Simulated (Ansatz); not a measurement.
## Computed properties of As

As:
```cif
data_As2
_chemical_formula_sum 'As2'
_space_group_name_H-M_alt 'Im-3m'
_space_group_IT_number 229
_space_group_name_Hall '-I 4 2 3'
_cell_length_a 3.36776
_cell_length_b 3.36776
_cell_length_c 3.36776
_cell_angle_alpha 90.000
_cell_angle_beta 90.000
_cell_angle_gamma 90.000
loop_
_atom_site_label
_atom_site_type_symbol
_atom_site_symmetry_multiplicity
_atom_site_Wyckoff_symbol
_atom_site_fract_x
_atom_site_fract_y
_atom_site_fract_z
_atom_site_occupancy
As1 As 2 a 0.00000 0.00000 0.00000 1
```
(The calculation used a cell of 1 atom; values per cell refer to that cell.)

Space group Im-3m (No. 229), bcc (W type); conventional cell a = b = c = 3.368 Å, α = β = γ = 90.00°.

Method: DFT-PBE in the program Ansatz with PAW potentials. The cell and atoms are relaxed at this level. Other levels are named where they apply.

Cell and energy:

```json
{
  "volume_per_atom": "19.10 Å³",
  "density": "6.51 g/cm³"
}
```

Electronic structure:

```json
{
  "electronic_character": "metallic (no gap)",
  "Density of states at the Fermi level": "0.55 states/eV per atom (mean over ±0.08 eV)",
  "Gap with spin–orbit coupling": "none (metallic)"
}
```

Mechanics:

```json
{
  "Bulk modulus (Birch–Murnaghan fit)": "797 kbar",
  "Pressure derivative B′": "4.0",
  "Elastic constants (relaxed ions, GPa)": "C11 = 114, C12 = 63.6, C44 = 17.1",
  "mechanical_stability": "stable (all eigenvalues of C positive)",
  "hill_bulk_and_shear_moduli": "80.3 and 19.9 GPa",
  "Young's modulus": "55.2 GPa",
  "Poisson's ratio": "0.39",
  "debye_temperature_from_the_elastic_constants": "220 K"
}
```

The cell is a constructed one: a structure type filled with these elements; neither database checked (COD, Materials Project) lists it. It is not the phase usual at ambient conditions (space group No. 166). The PBE relaxation kept the symmetry of its start; its stability against distortions is not shown here. As this level gives no gap, shear constants depend on the k-mesh and smearing (Fermi–Dirac, 0.1 eV here). Scalar-relativistic: spin–orbit coupling is off unless named, which matters more the heavier the elements.

Potentials: the later of the program's two PAW sets.
